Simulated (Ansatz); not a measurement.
The elements of this relaxed trial crystal are hidden behind letters.

```
lattice vectors (Å)
   6.5746    0.0000    0.0000
   0.0000    6.5746    0.0000
   0.0000    0.0000    6.5746
fractional positions
X 0.5000 0.0000 0.0000
X 0.0000 0.5000 0.0000
X 0.0000 0.0000 0.5000
X 0.5000 0.5000 0.5000
X 0.0000 0.0000 0.0000
Z 0.0000 0.5000 0.5000
Z 0.5000 0.0000 0.5000
Z 0.5000 0.5000 0.0000
```

Computed with DFT PBE, scalar-relativistic, plane waves, PAW in Ansatz 0.2.0. Settings of the last relaxation (8-atom cell): 420 eV, 6×6×6 k points, Gaussian smearing of 0.10 eV, collinear spin.

* Space group: Pm-3m (No. 221)
* Conventional cell: a = 6.575 Å
* Volume per atom: 35.52 Å³
* Density: 4.16 g/cm³
* Formation energy: −0.27 eV/atom
* Gap on the 6×6×6 mesh of the 8-atom cell: 0 eV (a metal)
* Net moment per atom: 0.13 μB

Energies are uncorrected and count from the elements' standard states at the same level.

Q: X is an s-block element of period 6 and Z is a p-block element of period 2. Which elements are they?

A: X = Cs, Z = O, so the formula is Cs5O3. Density times volume gives a mean mass of 4.16 × 35.52/1.6605 = 89.0 u per atom, and this set has 89.1 u. Among the elements that the hints allow, noble gases aside, only these give it. Around Cs on a site of symmetry 4/mmm lie 2 Cs at 3.29 Å and 4 O at 3.29 Å; Cs on a site of symmetry m-3m is surrounded by 6 O at 3.29 Å; O has 6 Cs at 3.29 Å; 1 more site not described.

Another magnetic order may lie lower. A structure relaxed within its symmetry needn't be a true minimum.
